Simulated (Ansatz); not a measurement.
In2Pt3:
```xyz
20
Lattice="5.6115 0.0000 0.0000 -2.8057 4.8597 0.0000 0.0000 0.0000 13.8331" Properties=species:S:1:pos:R:3 pbc="T T T"
In     0.0000     0.0000     3.4583
In     0.0000     0.0000    10.3748
In     0.0000     3.2398     3.4583
In     2.8057     1.6199    10.3748
In     0.0000     3.2398    12.6956
In     2.8057     1.6199     1.1375
In     2.8057     1.6199     5.7791
In     0.0000     3.2398     8.0540
Pt     0.0000     1.6106     1.2529
Pt     2.8057     3.2491    12.5802
Pt     4.2167     0.8053     8.1695
Pt    -1.4109     4.0544     5.6636
Pt     1.4109     4.0544     1.2529
Pt     1.3948     0.8053    12.5802
Pt     2.8057     3.2491     8.1695
Pt     0.0000     1.6106     5.6636
Pt    -1.4109     4.0544     1.2529
Pt     4.2167     0.8053    12.5802
Pt     1.3948     0.8053     8.1695
Pt     1.4109     4.0544     5.6636
```

Relaxed with r²SCAN. Special points in fractions of this cell's reciprocal vectors: Γ (0.000, 0.000, 0.000); M (0.500, 0.000, 0.000); K (0.333, 0.333, 0.000); A (0.000, 0.000, 0.500); L (0.500, 0.000, 0.500); H (0.333, 0.333, 0.500).

Problem. List the band energies nearest the Fermi level at these points for r²SCAN in the plane-wave PAW code Ansatz.

Solution. In eV from the Fermi level; about four levels below and three above (degenerate sets whole), none deeper than 8.9 eV; points with the same levels are listed once.

```tsv
k	below	above
Γ	-0.27 -0.27 -0.02 -0.02	0.20 0.28 0.28
M	-0.84 -0.64 -0.57 -0.52	0.87 1.00 1.10
K	-0.79 -0.79 -0.66 -0.41	0.84 0.84 2.23 2.23
A	-0.69 -0.69 -0.69 -0.69 -0.15 -0.15	0.28 0.28 0.35 0.35
L	-1.10 -1.10 -0.81 -0.81	0.06 0.06 0.91 0.91
H	-1.01 -1.01 -0.92 -0.92	1.22 1.22 1.54 1.54
```

Space group P6_3/mmc. The workflow started from a Materials Project entry (that database holds measured and hypothetical structures alike); the Crystallography Open Database copy checked does not list it. Its standing as an ambient phase is unchecked. The cell was relaxed with r²SCAN under the symmetry of its start; whether a distortion lowers the energy is not shown. The run is not spin-polarised. Spin–orbit coupling is left out wherever it is not named.

Potentials: the later of the program's two PAW sets.
